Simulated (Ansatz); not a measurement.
# Relaxation path: hcp Ti (0001), 4 layers

DFT, LDA, PAW with Ansatz's default frozen-core files, scalar-relativistic (Ansatz 0.2.0); a Γ-centred 15×15×1 k mesh, Fermi–Dirac smearing of 0.1 eV, no spin polarisation. The run relaxes the atoms in the fixed cell.

Command: `ansatz run input.yaml --threads 1 --pin off --max-ram 3584MiB --backend cpu --events-out ev --progress --plain --runs-dir out` It took 42 s on 1 thread of Intel(R) Xeon(R) 6975P-C (Granite Rapids), with other jobs on the host, peak memory 0.46 GiB.

```yaml
crystal:
  lattice:
    - [2.8642948866, 0.0, 0.0]
    - [-1.4321474433, 2.4805521357, 0.0]
    - [0.0, 0.0, 22.8062]
  atoms:
    - { symbol: Ti, position: [0.166666667, 0.833333333, 0.3507812527] }
    - { symbol: Ti, position: [0.833333333, 0.166666667, 0.4502604176] }
    - { symbol: Ti, position: [0.166666667, 0.833333333, 0.5497395824] }
    - { symbol: Ti, position: [0.833333333, 0.166666667, 0.6492187473] }
kpoints:
  mp_grid: { grid: [15, 15, 1] }
scf:
  occupations: { method: fermi_dirac, width: 0.1 }
hamiltonian:
  xc: lda
  pseudopotentials: { kind: paw }
output:
  forces: true
  stress: true
  eigenvalues: true
  write_density: true
  write_potential: true
  elf: true
  volumetric_format: npy
relax:
  f_tol: 0.01
  max_steps: 40
efield:
  axis: 3
  amplitude: 0
  dipole_correction: true
```

Each step lists its free energy a cell above the last geometry, and Cartesian positions (Å) with forces (eV/Å).

The first step:

```
step 1  dF = 95.68 meV
  Ti -0.7161 2.0671 8.0000   0.0000 0.0000 0.4913
  Ti 2.1482 0.4134 10.2687   0.0000 0.0000 -0.6751
  Ti -0.7161 2.0671 12.5375   0.0000 0.0000 0.6751
  Ti 2.1482 0.4134 14.8062   0.0000 0.0000 -0.4913
```

The PAW files were made under PBE.

Problem. Where does the relaxation end, and by which steps?

Solution. After 5 geometries, with a shortest distance of 2.685 Å. The further steps:
```
step 2  dF = 8.18 meV
  Ti -0.7161 2.0671 8.1510   0.0000 0.0000 -0.1946
  Ti 2.1482 0.4134 10.2298   0.0000 0.0000 0.0961
  Ti -0.7161 2.0671 12.5764   0.0000 0.0000 -0.0961
  Ti 2.1482 0.4134 14.6552   0.0000 0.0000 0.1946
step 3  dF = 1.10 meV
  Ti -0.7161 2.0671 8.0878   0.0000 0.0000 0.0150
  Ti 2.1482 0.4134 10.2041   0.0000 0.0000 0.0645
  Ti -0.7161 2.0671 12.6021   0.0000 0.0000 -0.0645
  Ti 2.1482 0.4134 14.7184   0.0000 0.0000 -0.0150
step 4  dF = 0.14 meV
  Ti -0.7161 2.0671 8.1038   0.0000 0.0000 0.0119
  Ti 2.1482 0.4134 10.2220   0.0000 0.0000 -0.0363
  Ti -0.7161 2.0671 12.5842   0.0000 0.0000 0.0363
  Ti 2.1482 0.4134 14.7024   0.0000 0.0000 -0.0119
step 5  dF = 0.00 meV
  Ti -0.7161 2.0671 8.1026   0.0000 0.0000 -0.0005
  Ti 2.1482 0.4134 10.2176   0.0000 0.0000 0.0003
  Ti -0.7161 2.0671 12.5886   0.0000 0.0000 -0.0003
  Ti 2.1482 0.4134 14.7036   0.0000 0.0000 0.0005
step 6  dF = 0.00 meV  (same geometry, solved once more)
  Ti -0.7161 2.0671 8.1026   0.0000 0.0000 -0.0006
  Ti 2.1482 0.4134 10.2176   0.0000 0.0000 0.0005
  Ti -0.7161 2.0671 12.5886   0.0000 0.0000 -0.0005
  Ti 2.1482 0.4134 14.7036   0.0000 0.0000 0.0006
```
